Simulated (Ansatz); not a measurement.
BP:
```
BP
1.0
    3.19078     0.00000     0.00000
   -1.59539     2.76329     0.00000
    0.00000     0.00000     5.29543
B P
2 2
Direct
  0.66667   0.33333   0.50043
  0.33333   0.66667   0.00043
  0.66667   0.33333   0.87457
  0.33333   0.66667   0.37457
```

Tensor components refer to the Cartesian frame of this cell.

Problem. Give the high-frequency dielectric tensor and the Born effective charge tensors of the independent atoms from DFPT, DFT-r²SCAN in the program Ansatz with PAW potentials.

Solution. 
ε∞:
```
8.50  0.00  0.00
0.00  8.50  0.00
0.00  0.00  9.13
```
Z* of atom 1 (B), rows: field, columns: displacement, in e:
```
-0.49   0.00   0.00
 0.00  -0.49   0.00
 0.00   0.00  -0.47
```
Z* of atom 3 (P), rows: field, columns: displacement, in e:
```
0.49  0.00  0.00
0.00  0.49  0.00
0.00  0.00  0.47
```

Static charges for comparison (Bader): B1 +0.67, P3 -0.67 e. Born charges measure polarisation by displacement and can exceed these by far.

Space group P6_3mc (wurtzite). The first step of the workflow began from a Materials Project structure, measured or hypothetical; the Crystallography Open Database copy checked does not list it. It is not the phase usual at ambient conditions (space group No. 216). The r²SCAN relaxation kept the symmetry of its start; phonons on a q-mesh show no instability.

Potentials: the earlier of the program's two PAW sets.
